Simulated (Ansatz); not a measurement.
# AlPt3: computed property card

AlPt3:
```cif
data_AlPt3
_chemical_formula_sum 'Al1 Pt3'
_space_group_name_H-M_alt 'Pm-3m'
_space_group_IT_number 221
_space_group_name_Hall '-P 4 2 3'
_cell_length_a 3.84926
_cell_length_b 3.84926
_cell_length_c 3.84926
_cell_angle_alpha 90.000
_cell_angle_beta 90.000
_cell_angle_gamma 90.000
loop_
_atom_site_label
_atom_site_type_symbol
_atom_site_symmetry_multiplicity
_atom_site_Wyckoff_symbol
_atom_site_fract_x
_atom_site_fract_y
_atom_site_fract_z
_atom_site_occupancy
Al1 Al 1 a 0.00000 0.00000 0.00000 1
Pt1 Pt 3 c 0.00000 0.50000 0.50000 1
```

Space group Pm-3m (No. 221), Cu3Au type; conventional cell a = b = c = 3.849 Å, α = β = γ = 90.00°.

Method: LDA (plane waves, PAW; program Ansatz). The cell and atoms are relaxed at this level. Other levels are named where they apply.

**Cell and energy**

```yaml
volume_per_atom: 14.26 Å³
density: 17.83 g/cm³
Formation energy from the elements (no fitted shifts): -69 kJ/mol-atom
```

**Electronic structure**

```yaml
electronic_character: metallic (no gap)
Density of states at the Fermi level: 0.70 states/eV per atom (mean over ±0.08 eV)
```

**Mechanics**

```yaml
Bulk modulus (Birch–Murnaghan fit): 268 GPa
Pressure derivative B′: 5.1
Elastic constants (relaxed ions, GPa): C11 = 382, C12 = 211, C44 = 135
mechanical_stability: stable (all eigenvalues of C positive)
hill_bulk_and_shear_moduli: 268 and 112 GPa
Young's modulus: 296 GPa
Poisson's ratio: 0.32
debye_temperature_from_the_elastic_constants: 345 K
```

**Phonons**

```yaml
highest_zone_centre_frequency: 225 cm⁻¹
zone_centre_stability: no imaginary mode at Γ
```

The first step of the workflow began from a Materials Project structure, measured or hypothetical; the Crystallography Open Database copy checked does not list it. Whether it is the stable phase at ambient conditions was not checked. Symmetry was held in the LDA relaxation. The run is not spin-polarised. As this level gives no gap, shear constants depend on the k-mesh and smearing (Fermi–Dirac, 0.1 eV here). As this level gives no gap, phonon frequencies hold no LO–TO term and depend on the k-mesh and smearing (Fermi–Dirac, 0.1 eV here). The references are the lowest solids computed at this level, not always the standard phases. Scalar-relativistic: spin–orbit coupling is off unless named, which matters more the heavier the elements.

Potentials: the later of the program's two PAW sets.
